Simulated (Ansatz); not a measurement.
## BAs, first-principles data

BAs:
```yaml
crystal:
  lattice:
    - [6.53941, 0.00000, 0.00000]
    - [0.00000, 3.41288, 0.00000]
    - [0.00000, 0.00000, 5.68278]
  atoms:
    - { symbol: B, position: [0.16105, 0.25000, 0.40157] }
    - { symbol: B, position: [0.33895, 0.75000, 0.90157] }
    - { symbol: B, position: [0.83895, 0.75000, 0.59843] }
    - { symbol: B, position: [0.66105, 0.25000, 0.09843] }
    - { symbol: As, position: [0.83554, 0.25000, 0.39158] }
    - { symbol: As, position: [0.66446, 0.75000, 0.89158] }
    - { symbol: As, position: [0.16446, 0.75000, 0.60842] }
    - { symbol: As, position: [0.33554, 0.25000, 0.10842] }
```

Space group Pnma (No. 62); conventional cell a = 6.5394 Å, b = 3.4129 Å, c = 5.6828 Å, α = 90.00°, β = 90.00°, γ = 90.00°.

Method: plane-wave PAW PBE+D3(BJ) (Ansatz code). Geometry: relaxed at this level of theory. Other levels are named where they apply.

### Cell and energy

```json
{
 "volume_per_atom": "15.85 Å³",
 "density": "4.49 g/cm³",
 "Formation energy from the elements (no fitted shifts)": "0.26 eV/atom"
}
```

### Electronic structure

```json
{
 "band_gap": "0.44 eV (indirect)",
 "valence_band_maximum": "at Γ",
 "conduction_band_minimum": "at U (k = 0.500, 0.000, 0.500 in fractions of the reciprocal vectors)",
 "smallest_direct_gap_on_the_standard_path": "1.18 eV",
 "hole_effective_mass": "0.15, 0.47, 0.88 mₑ (principal values)",
 "Hole effective mass with spin–orbit coupling": "0.16, 0.47, 0.89 mₑ (principal values)",
 "Gap with spin–orbit coupling": "0.44 eV"
}
```

### Mechanics

```json
{
  "Bulk modulus (Birch–Murnaghan fit)": "101 GPa",
  "Pressure derivative B′": "2.2"
}
```

The start of the workflow was typed in or built on a structure type; neither database checked (COD, Materials Project) lists it. It is not the phase usual at ambient conditions (space group No. 216). The PBE+D3(BJ) relaxation kept the symmetry of its start; its stability against distortions is not shown here. The volume moved by 25 % from the start of the relaxation. Its formation energy is positive at this level, so the cell may be metastable or incomplete. The references are the lowest solids computed at this level, not always the standard phases. Scalar-relativistic: spin–orbit coupling is off unless named, which matters more the heavier the elements.

Potentials: the earlier of the program's two PAW sets.
